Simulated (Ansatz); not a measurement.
Starting structure of a cell relaxation (symmetry kept):

```cif
data_structure
_symmetry_space_group_name_H-M 'P 1'
_symmetry_Int_Tables_number 1
_cell_length_a 8.0457
_cell_length_b 8.0457
_cell_length_c 8.0457
_cell_angle_alpha 60.000
_cell_angle_beta 60.000
_cell_angle_gamma 60.000
_cell_volume 368.28
loop_
_atom_site_label
_atom_site_type_symbol
_atom_site_fract_x
_atom_site_fract_y
_atom_site_fract_z
_atom_site_occupancy
Cs1 Cs 0.75000 0.75000 0.75000 1
Cs2 Cs 0.25000 0.25000 0.25000 1
Ag1 Ag 0.50000 0.50000 0.50000 1
Sb1 Sb 0.00000 0.00000 0.00000 1
Br1 Br 0.75118 0.24882 0.24882 1
Br2 Br 0.24882 0.24882 0.75118 1
Br3 Br 0.24882 0.75118 0.75118 1
Br4 Br 0.24882 0.75118 0.24882 1
Br5 Br 0.75118 0.24882 0.75118 1
Br6 Br 0.75118 0.75118 0.24882 1
```

Computed with Ansatz 0.2.0, DFT PBEsol, scalar-relativistic, plane waves, PAW.

Plane waves to 420 eV, a k mesh through Γ of 4×4×4 on the computed 10-atom cell and Gaussian smearing (0.02 eV); no spin polarisation.

Task: What does it relax to?

Result: The volume drops by 2.80 Å³/atom to 34.02 Å³/atom, and the energy falls by 16.4 meV/atom. Final structure:
```cif
data_structure
_symmetry_space_group_name_H-M 'P 1'
_symmetry_Int_Tables_number 1
_cell_length_a 7.8361
_cell_length_b 7.8361
_cell_length_c 7.8361
_cell_angle_alpha 60.000
_cell_angle_beta 60.000
_cell_angle_gamma 60.000
_cell_volume 340.24
loop_
_atom_site_label
_atom_site_type_symbol
_atom_site_fract_x
_atom_site_fract_y
_atom_site_fract_z
_atom_site_occupancy
Cs1 Cs 0.75000 0.75000 0.75000 1
Cs2 Cs 0.25000 0.25000 0.25000 1
Ag1 Ag 0.50000 0.50000 0.50000 1
Sb1 Sb 0.00000 0.00000 0.00000 1
Br1 Br 0.74855 0.25145 0.25145 1
Br2 Br 0.25145 0.25145 0.74855 1
Br3 Br 0.25145 0.74855 0.74855 1
Br4 Br 0.25145 0.74855 0.25145 1
Br5 Br 0.74855 0.25145 0.74855 1
Br6 Br 0.74855 0.74855 0.25145 1
```

Cost: 1 run of about 2.6 core-minutes, on Intel Xeon Processor @ 2.50GHz (Skylake/Cascade Lake) (shared hosts).